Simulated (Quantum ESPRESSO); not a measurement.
## Kohn-Sham bands of SnTe (rock salt)

```xyz
2
Lattice="0.0000 3.1858 3.1858 3.1858 0.0000 3.1858 3.1858 3.1858 0.0000" Properties=species:S:1:pos:R:3 pbc="T T T"
Sn     0.0000     0.0000     0.0000
Te     3.1858     3.1858     3.1858
```

Materials Project entry mp-1883; symmetrised, unrelaxed at this level. COD (Crystallography Open Database) has an entry of this formula and space group (matched by these alone). Computed values, not measurements, from PBEsol: Quantum ESPRESSO (norm-conserving PseudoDojo potentials, cutoff 66 Ry, no spin polarisation, no spin-orbit coupling) on a Γ-centred 8×8×8 mesh, then Wannier90. Density: 8×8×8 mesh, cold smearing 0.01 Ry. Spin-orbit coupling is left out although heavy elements are present.

Q: List the Kohn-Sham levels between −8 and 3.0 eV relative to the Fermi level at the high-symmetry points, as a band run of pw.x on that density gives them (levels within 2 meV counted together).

A: 
```json
[
 {"point": "Γ", "k (reciprocal lattice)": "0.000 0.000 0.000", "levels (eV)": "-4.86, -2.05 (×3)"},
 {"point": "X", "k (reciprocal lattice)": "0.500 0.000 0.500", "levels (eV)": "-6.47, -5.37, -3.59 (×2), 2.23"},
 {"point": "U", "k (reciprocal lattice)": "0.625 0.250 0.625", "levels (eV)": "-7.33, -4.98, -3.11, -2.65, 2.94, 2.99"},
 {"point": "K", "k (reciprocal lattice)": "0.375 0.375 0.750", "levels (eV)": "-7.33, -4.98, -3.11, -2.65, 2.94, 2.99"},
 {"point": "L", "k (reciprocal lattice)": "0.500 0.500 0.500", "levels (eV)": "-1.72 (×2), -0.04, 0.01, 0.40 (×2)"},
 {"point": "W", "k (reciprocal lattice)": "0.500 0.250 0.750", "levels (eV)": "-7.29, -4.64 (×2), -0.82, 0.82"}
]
```
